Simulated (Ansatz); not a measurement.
GeRh:
```
GeRh
1.0
   -1.74179     1.74179     5.04833
    1.74179    -1.74179     5.04833
    1.74179     1.74179    -5.04833
Rh Ge
2 2
Direct
  0.99383   0.99383   0.00000
  0.74383   0.24383   0.50000
  0.42217   0.42217   0.00000
  0.17217   0.67217   0.50000
```

Relaxed with PBE. Special points in fractions of this cell's reciprocal vectors: Γ (0.000, 0.000, 0.000); X (0.000, 0.000, 0.500); P (0.250, 0.250, 0.250); N (0.000, 0.500, 0.000); M (0.500, 0.500, -0.500); S (0.280, 0.720, -0.280); S0 (-0.280, 0.280, 0.280); R (-0.060, 0.060, 0.500); G (0.500, 0.500, -0.060).

### Question
List the band energies nearest the Fermi level at these points for plane-wave PAW PBE (Ansatz code).

### Answer
In eV from the Fermi level; about four levels below and three above (degenerate sets whole), none deeper than 8.9 eV; points with the same levels are listed once.

```tsv
k	below	above
Γ	-2.71 -2.71 -2.57 -2.02	0.26 2.32 2.32
X	-1.52 -1.52 -0.68 -0.68	1.39 1.39 3.75 3.75
P	-1.49 -1.49 -0.76 -0.76	1.43 1.43 3.05 3.05
N	-2.24 -1.60 -1.50 -1.40	0.43 1.40 3.23
M	-1.21 -1.21 -0.17 -0.17	2.97 2.97 5.13 5.13
S	-2.45 -1.52 -1.44 -1.42	0.17 1.64 3.89
R	-1.47 -1.47 -0.59 -0.59	1.60 1.60 3.77 3.77
```

Space group I4_1md. A made-up cell: these elements were put on the sites of a structure type; neither database checked (COD, Materials Project) lists it. COD files the formula under space group No. 62, so this cell is another polymorph or a model. Its standing as an ambient phase is unchecked. The PBE relaxation kept the symmetry of its start; whether a distortion lowers the energy is not shown. No spin polarisation was allowed. Scalar-relativistic: spin–orbit coupling is off unless named, which matters more the heavier the elements.

Potentials: the later of the program's two PAW sets.
